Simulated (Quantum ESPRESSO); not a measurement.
## Pd6CuLi (input and log of a self-consistent run)

A calculation, not a measurement. The program is pw.x of Quantum ESPRESSO 7.5 (plane-wave density functional theory). The cell is made up: eight metal atoms on a face-centred cubic lattice, with elements, volume, strain and displacements drawn at random and not relaxed, so it may be unstable or far from any real phase. PseudoDojo standard norm-conserving files set the functional (PBE unless stated); there is no spin polarisation or spin-orbit coupling, the Fermi-Dirac width of 0.25 eV means electrons at about 2900 K, and the masses in the input are unused placeholders. The copper pseudopotential is less sure than most, with forces differing by about three percent and pressure by about two GPa from a second method on plain copper. A spin test at this wide smearing found no moment, but such smearing suppresses magnetism that the real alloy may have.

Input:

```
&control calculation='scf', pseudo_dir='./dojo.nc.sr.pbe.v0_5.standard.upf', outdir='./o', disk_io='minimal', tprnfor=.true., tstress=.true. /
&system ibrav=0, nat=8, ntyp=3, nbnd=82, ecutwfc=92.02030273, nosym=.true., tot_charge=0,
 occupations='smearing', smearing='fd', degauss=0.0183746611
/
&electrons conv_thr=1.470e-08, electron_maxstep=70, mixing_beta=0.5 /
ATOMIC_SPECIES
Cu 1.0 Cu.upf
Li 1.0 Li.upf
Pd 1.0 Pd.upf
CELL_PARAMETERS angstrom
-0.0014 -1.8764 -1.9237
-5.7311 -1.9254 0.0448
-1.8274 3.7363 -5.7561
ATOMIC_POSITIONS angstrom
Pd 0.0395 0.0469 0.0654
Pd -1.9726 1.7808 -3.8486
Cu -1.8513 0.0148 -1.8646
Pd -3.7787 1.8546 -5.7423
Pd -3.7928 -0.1301 -3.7448
Pd -3.8571 -1.9762 -1.8657
Li -5.5865 -0.0262 -5.7918
Pd -5.7188 -1.9577 -3.7113
K_POINTS automatic
9 4 4 1 1 1
```

The log is shortened where brackets say so; the opening notice, blank lines, dates and the lines on written files are dropped, and the path of the files is cut. It prints rydbergs, bohrs and kilobars, and counts compression as positive stress. Its total energy is the free energy E - TS of the whole cell.

```
     Program PWSCF v.7.5
     Parallel version (MPI & OpenMP), running on       4 processor cores
     Number of MPI processes:                 4
     Threads/MPI process:                     1
     [start-up lines left out]
     bravais-lattice index     =            0
     lattice parameter (alat)  =       5.0782  a.u.
     unit-cell volume          =     742.3126 (a.u.)^3
     number of atoms/cell      =            8
     number of atomic types    =            3
     number of electrons       =       130.00
     number of Kohn-Sham states=           82
     kinetic-energy cutoff     =      92.0203  Ry
     charge density cutoff     =     368.0812  Ry
     scf convergence threshold =      1.5E-08
     mixing beta               =       0.5000
     number of iterations used =            8  plain     mixing
     Exchange-correlation= PBE
                           (   1   4   3   4   0   0   0)
     [axes and pseudopotential details left out]
   Cartesian axes
     site n.     atom                  positions (alat units)
         1        Pd     tau(   1) = (   0.0146989   0.0174526   0.0243368  )
         2        Pd     tau(   2) = (  -0.7340494   0.6626763  -1.4321518  )
         3        Cu     tau(   3) = (  -0.6889109   0.0055074  -0.6938602  )
         4        Pd     tau(   4) = (  -1.4061404   0.6901389  -2.1368407  )
         5        Pd     tau(   5) = (  -1.4113873  -0.0484132  -1.3935254  )
         6        Pd     tau(   6) = (  -1.4353148  -0.7353891  -0.6942695  )
         7        Li     tau(   7) = (  -2.0788640  -0.0097496  -2.1552608  )
         8        Pd     tau(   8) = (  -2.1280958  -0.7285048  -1.3810593  )
     number of k points=    72  Fermi-Dirac smearing, width (Ry)=  0.0184
                       cart. coord. in units 2pi/alat
        k(    1) = (  -0.0516845  -0.0219271  -0.0561819), wk =   0.0277778
        k(    2) = (  -0.0748194   0.0454079  -0.1218445), wk =   0.0277778
     [further k points left out]
     Dense  grid:    88543 G-vectors     FFT dimensions: (  32,  72,  81)
     Estimated max dynamical RAM per process >     402.11 MB
     Estimated total dynamical RAM >       1.51 GB
     Initial potential from superposition of free atoms
     starting charge     129.9941, renormalised to     130.0000
     Starting wfcs are   66 randomized atomic wfcs +   16 random wfcs
     total cpu time spent up to now is        7.1 secs
     per-process dynamical memory:   329.9 Mb
     Self-consistent Calculation
     iteration #  1     ecut=    92.02 Ry     beta= 0.50
     Davidson diagonalization with overlap
     ethr =  1.00E-02,  avg # of iterations =  3.6
     total cpu time spent up to now is       29.5 secs
     total energy              =   -2018.40795732 Ry
     estimated scf accuracy    <       3.08903212 Ry
     iteration #  2     ecut=    92.02 Ry     beta= 0.50
     Davidson diagonalization with overlap
     ethr =  2.38E-03,  avg # of iterations =  2.8
     total cpu time spent up to now is       50.1 secs
     total energy              =   -2018.76948701 Ry
     estimated scf accuracy    <       4.02379851 Ry
     iteration #  3     ecut=    92.02 Ry     beta= 0.50
     Davidson diagonalization with overlap
     ethr =  2.38E-03,  avg # of iterations =  2.0
     total cpu time spent up to now is       67.4 secs
     total energy              =   -2019.41188640 Ry
     estimated scf accuracy    <       2.01582559 Ry
     iteration #  4     ecut=    92.02 Ry     beta= 0.50
     Davidson diagonalization with overlap
     ethr =  1.55E-03,  avg # of iterations =  1.2
     total cpu time spent up to now is       83.6 secs
     total energy              =   -2019.55966260 Ry
     estimated scf accuracy    <       0.93486041 Ry
     iteration #  5     ecut=    92.02 Ry     beta= 0.50
     Davidson diagonalization with overlap
     ethr =  7.19E-04,  avg # of iterations =  1.1
     total cpu time spent up to now is       99.6 secs
     total energy              =   -2019.59934186 Ry
     estimated scf accuracy    <       0.09901142 Ry
     [iterations 6 to 15 left out]
     iteration # 16     ecut=    92.02 Ry     beta= 0.50
     Davidson diagonalization with overlap
     ethr =  1.41E-09,  avg # of iterations =  1.0
     total cpu time spent up to now is      283.8 secs
     total energy              =   -2019.61655656 Ry
     estimated scf accuracy    <       0.00000017 Ry
     iteration # 17     ecut=    92.02 Ry     beta= 0.50
     Davidson diagonalization with overlap
     ethr =  1.32E-10,  avg # of iterations =  1.9
     total cpu time spent up to now is      300.6 secs
     total energy              =   -2019.61655655 Ry
     estimated scf accuracy    <       0.00000037 Ry
     iteration # 18     ecut=    92.02 Ry     beta= 0.50
     Davidson diagonalization with overlap
     ethr =  1.32E-10,  avg # of iterations =  1.0
     total cpu time spent up to now is      316.0 secs
     total energy              =   -2019.61655658 Ry
     estimated scf accuracy    <       0.00000006 Ry
     iteration # 19     ecut=    92.02 Ry     beta= 0.50
     Davidson diagonalization with overlap
     ethr =  4.48E-11,  avg # of iterations =  1.0
     total cpu time spent up to now is      331.4 secs
     total energy              =   -2019.61655658 Ry
     estimated scf accuracy    <       0.00000009 Ry
     iteration # 20     ecut=    92.02 Ry     beta= 0.50
     Davidson diagonalization with overlap
     ethr =  4.48E-11,  avg # of iterations =  1.0
     total cpu time spent up to now is      346.8 secs
     End of self-consistent calculation
     [lines on levels left out]
!    total energy              =   -2019.61655659 Ry
     estimated scf accuracy    <          7.1E-10 Ry
     smearing contrib. (-TS)   =      -0.10409760 Ry
     internal energy E=F+TS    =   -2019.51245899 Ry
     The total energy is F=E-TS. E is the sum of the following terms:
     one-electron contribution =    -857.31298296 Ry
     hartree contribution      =     509.91540089 Ry
     xc contribution           =    -304.44899214 Ry
     ewald contribution        =   -1367.66588478 Ry
     convergence has been achieved in  20 iterations
     Forces acting on atoms (cartesian axes, Ry/au):
     atom    1 type  3   force =    -0.02496893   -0.04124946    0.01827314
     atom    2 type  3   force =     0.04500169    0.01022929    0.01020113
     atom    3 type  1   force =    -0.01193433   -0.01106354    0.00489393
     atom    4 type  3   force =    -0.00111839   -0.00597854   -0.00402110
     atom    5 type  3   force =    -0.00698291    0.01797382   -0.01416762
     atom    6 type  3   force =     0.04513158    0.02206929    0.00771405
     atom    7 type  2   force =    -0.00957182   -0.01348870    0.01692870
     atom    8 type  3   force =    -0.03555689    0.02150783   -0.03982222
     Total force =     0.110741     Total SCF correction =     0.000144
     Computing stress (Cartesian axis) and pressure
          total   stress  (Ry/bohr**3)                   (kbar)     P=      139.02
   0.00093331  -0.00003672   0.00009375          137.30       -5.40       13.79
  -0.00003672   0.00104448   0.00006199           -5.40      153.65        9.12
   0.00009375   0.00006199   0.00085741           13.79        9.12      126.13
     init_run     :      6.49s CPU      6.85s WALL (       1 calls)
     electrons    :    331.23s CPU    339.73s WALL (       1 calls)
     forces       :      2.19s CPU      2.19s WALL (       1 calls)
     stress       :      7.53s CPU      7.53s WALL (       1 calls)
     [timing details left out]
     PWSCF        :   5m47.66s CPU   5m56.55s WALL
     JOB DONE.
```

In other units: free energy -27478.283 eV for the cell, pressure 13.90 GPa, largest force component 1.160 eV/Å in size. The run took 358 s of wall time with four MPI processes on a shared machine (Intel Xeon, 2023 or later, virtual cores), so the time is rough. A rerun of this cell at a higher cutoff and on a denser mesh moved values by no more than 0.014 eV in energy, 0.04 GPa in stress and 0.006 eV/Å in force, and a second program with other atomic files agreed on that cell to 2 % rms in force and 0.5 GPa in pressure.